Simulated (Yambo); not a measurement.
Quantum ESPRESSO input (LDA, PseudoDojo standard norm-conserving files, scalar-relativistic) whose wavefunctions are converted with p2y:

```
&CONTROL
  calculation = 'nscf'
  pseudo_dir = './pseudo'
  outdir = './out'
/
&SYSTEM
  ibrav = 0
  nat = 2
  ntyp = 2
  ecutwfc = 84.0
  ecutrho = 336.0
  occupations = 'fixed'
  force_symmorphic = .true.
  nbnd = 142
/
&ELECTRONS
  conv_thr = 2e-09
  diago_full_acc = .true.
  diago_thr_init = 1e-08
/
ATOMIC_SPECIES
F 18.9984 F.upf
K 39.0983 K.upf
CELL_PARAMETERS angstrom
  0.000000000000   2.579133284000   2.579133284000
  2.579133284000   0.000000000000   2.579133284000
  2.579133284000   2.579133284000   0.000000000000
ATOMIC_POSITIONS crystal
F   0.500000000000   0.500000000000   0.500000000000
K   0.000000000000   0.000000000000   0.000000000000
K_POINTS automatic
4 4 4 0 0 0
```

Yambo's initialisation report on symmetry, reciprocal space, the k grid and the gaps on this mesh:

```
  [02.02] Symmetries
  ==================

  Inversion symmetry    : yes
  Spatial inversion     : yes
  Inversion index       :  25
  K-space Time-reversal : no
  Magnetic symmetries   : no
  Group table correct   : yes
  Symmetries units      :  [cc]

  [02.03] Reciprocal space
  ========================

  nG shells         :  272
  nG charge         :  24045
  nG WFs            :   3707
  nC WFs            :  3028
  G-vecs. in first 27 shells:  [ Number ]
     1    9   15   27   51   59   65   89  113
    137   169   181   229   259   283   307   331   339
    387   411   459   531   537   561   609   645   701
  ...
  Shell energy in first 27 shells:  [ mHa ]
    0.00000      623.226      830.968      1661.94      2285.16      2492.90      3323.87      3947.10      4154.84
    4985.81      5609.04      6647.75      7270.97      7478.71      8309.68      8932.91      9140.65      9971.62
    10594.8      10802.6      11633.6      12256.8      13295.5      13918.7      14126.5      14957.4      15580.7
  ...

  [02.04] K-grid lattice
  ======================

  Compatible Grid is   : 3D
  Base K vectors       :  K_min[ 1 ]  K_min[ 2 ]  K_min[ 3 ]
  K_min[ 1 ] :  0.000000  0.250000  0.000000 [rlu]
  K_min[ 2 ] :  0.250000  0.000000  0.000000 [rlu]
  K_min[ 3 ] :  0.000000  0.000000  0.250000 [rlu]
  Grid dimensions      :   4   4   4
  K lattice UC volume  :  0.016738 [a.u.]

  IBZ K-points                                      :   8
  BZ  K-points                                      :   64

  K/Q-points units:
  rlu = crystal or reduced units; cc = cartesian coordinates; iku = interal k-units

  K [1]          [rlu]:  0.000000  0.000000  0.000000
         WF components:  2975
  K [2]          [rlu]:  0.000000  0.000000  0.250000
         WF components:  2983
  K [3]          [rlu]:  0.000000  0.000000 -0.500000
         WF components:  2998
  K [4]          [rlu]:  0.000000  0.250000  0.250000
         WF components:  2978
  K [5]          [rlu]:  0.000000  0.250000 -0.500000
         WF components:  3014
  K [6]          [rlu]:  0.000000  0.250000 -0.250000
         WF components:  3008
  K [7]          [rlu]:  0.000000 -0.500000 -0.500000
         WF components:  3026
  K [8]          [rlu]:  0.250000 -0.500000 -0.250000
         WF components:  3028

  [02.05] Energies & Occupations
  ==============================

  [X] === General ===
  [X] Electronic Temperature                        :  0.000000  0.000000 [eV K]
  [X] Bosonic    Temperature                        :  0.000000  0.000000 [eV K]
  [X] Finite Temperature mode                       : no
  [X] El. density                                   :  0.46630E+24 [cm-3]
  [X] Fermi Level                                   :  1.882598 [eV]

  [X] === Gaps and Widths ===
  [X] Conduction Band Min                           :  6.395576 [eV]
  [X] Valence Band Max                              :  0.000000 [eV]
  [X] Filled Bands                                  :   8
  [X] Empty Bands                                   :    9  142
  [X] Direct Gap                                    :  6.395576 [eV]
  [X] Direct Gap localized at k                     :  1
  [X] Indirect Gap                                  :  6.395576 [eV]
  [X] Indirect Gap between kpts                     :  1  1
  [X] Last valence band width                       :  0.466725 [eV]
  [X] 1st conduction band width                     :  3.421475 [eV]
```
The gaps are LDA values on this mesh alone; only operations without fractional translations are kept.

Geometry relaxed with LDA.
